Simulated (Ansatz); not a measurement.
CdTe (zinc blende)

```
CELL_PARAMETERS angstrom
      0.00000     3.27881     3.27881
      3.27881     0.00000     3.27881
      3.27881     3.27881     0.00000
ATOMIC_POSITIONS crystal
  Te 0.75000 0.75000 0.75000
  Cd 0.00000 0.00000 0.00000
```

Equation-of-state scan: isotropic scaling of the cell above, V₀ being its volume. Symmetry pins the atoms to their sites.

These are r2SCAN (plane waves to 500 eV, PAW, scalar-relativistic; Ansatz, a first-principles code) values and carry that method's errors. k mesh 9×9×9 (Γ-centred), Fermi-Dirac smearing 0.05 eV. Energies are smeared free energies. CdTe was relaxed with its symmetry unable to fall. Spin-orbit coupling is left out, though Te is heavy. ΔE is measured from the relaxed starting cell.

```tsv
V (Å³/atom)	ΔE (meV/atom)
29.609	157.4
31.019	81.2
32.429	33.2
33.839	7.7
35.249	0.0
36.659	6.6
38.069	24.5
39.479	51.6
40.889	85.7
```

Q: What is the fitted pressure derivative B₀′?

A: 4.6.

Q: What bulk modulus B₀ follows from a third-order Birch-Murnaghan fit?

A: 40.3 GPa. Check by three points about V = 35.249 Å³/atom, step 1.410: d²E/dV² ≈ (7.7 − 2·0.0 + 6.6) meV / 1.410² = 0.00719 eV/Å⁶, and V·d²E/dV² × 160.2 = 40.6 GPa.

(A scan under strain: stresses follow from slopes of the energy per volume, elastic moduli from its curvatures.)
